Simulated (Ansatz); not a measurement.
The start is a generated cell, Ir built in the hcp structure type. The structure is fully relaxed (lattice and positions, P = 0) with r2SCAN (plane waves to 500 eV, PAW, scalar-relativistic; Ansatz, a quantum-chemistry and plane-wave program). The first steps use a coarse 14×14×8 k-mesh.

Initial structure:
```
CELL_PARAMETERS angstrom
      2.72052     0.00000     0.00000
     -1.36026     2.35604     0.00000
      0.00000     0.00000     4.41702
ATOMIC_POSITIONS crystal
  Ir 0.33333 0.66667 0.25000
  Ir 0.66667 0.33333 0.75000
```

Question: What pressure does the first self-consistent step give?

Answer: +3.2 GPa (positive: the cell is compressed).

Question: How much energy is released per atom?

Answer: Under 0.01 eV/atom.

Question: How do the shortest distances between atoms change?

Answer: The closest pairs of elements (up to four, under 3.6 Å), start → end: Ir–Ir 2.71 → 2.72 Å.

Question: What band gap does the relaxed structure have at this level?

Answer: Zero (metallic).

Question: What does it relax into? Give the structure.

Answer: 
Space group P6₃/mmc (No. 194); a = 2.7277 Å, b = 2.7277 Å, c = 4.4305 Å, α = 90.00°, β = 90.00°, γ = 120.00°

```
atom  site  symmetry       x       y       z
----  ----  --------  ------  ------  ------
Ir      2c      -6m2  0.3333  0.6667  0.2500
```

The space group stays P6₃/mmc (No. 194) (the run could not lower it); the end is hcp (Mg type), with 2 atoms in the primitive cell. Final values are on a 19×19×11 k-mesh of the relaxed cell. No spin polarisation in the result.

The run could not lose the symmetry of its start; a randomly shaken copy of 4 atoms returns to this structure.

All atoms sit on sites fixed by symmetry, so only the cell could relax.

The relaxed structure here is a generated cell of Ir: the first start was made by placing the elements on the sites of a structure type, and the end was not matched to a known phase here, so it may be hypothetical. Known forms of Ir include space group No. 225.
